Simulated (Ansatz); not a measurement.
## Self-consistent states of Pd from different starts

Pd is taken as a test cell of our own (not relaxed), 1 atom in the cell.

```
CELL_PARAMETERS angstrom
0.00000 1.94500 1.94500
1.94500 0.00000 1.94500
1.94500 1.94500 0.00000
ATOMIC_POSITIONS crystal
Pd 0.00000 0.00000 0.00000
```

Numbers behind element symbols give the atom's place in this list.

Level of theory: Ansatz, DFT, r2SCAN, JTH PAW, plane waves, scalar-relativistic.

| Item | Value |
| --- | --- |
| Plane-wave cutoff | 1110 eV |
| k-point mesh | 4×4×4 (Γ-centred) |
| Occupations | Fermi–Dirac smearing, 0.1 eV |

Moments by site are taken inside atomic spheres; the rest lies between them.

With one magnetic atom in the cell its copies can only be parallel; orders in a larger cell may lie lower.

The mesh is coarse, so energy differences (and at times their sign) aren't converged.

The default search lets the program follow hints of a lower state (another filling of open shells, a soft direction), where it sees any. With a search on, the program may also reshape the start on open shells. Ends within 0.2 meV/atom and 0.1 μB count as one state.

| start | iterations | final moments of Pd1 (μB) | total (μB) | F − F(lowest) (meV/atom) |
| --- | --- | --- | --- | --- |
| default search for lower states [Pd1 2.00 μB] | 23 | 0.47 | 0.45 | 0.0 |
| default search for lower states [spin off] | 8 | 0.00 | 0.00 | 12.9 |

2 runs converged, to 2 different states. The lowest is spin-polarised, site moments Pd1 0.47 μB, total 0.45 μB per cell; it was reached by the start “default search for lower states [Pd1 2.00 μB]”. Switching spin polarisation off costs 12.9 meV/atom. A lower state, such as a non-collinear one or one in a larger cell, can't be excluded.
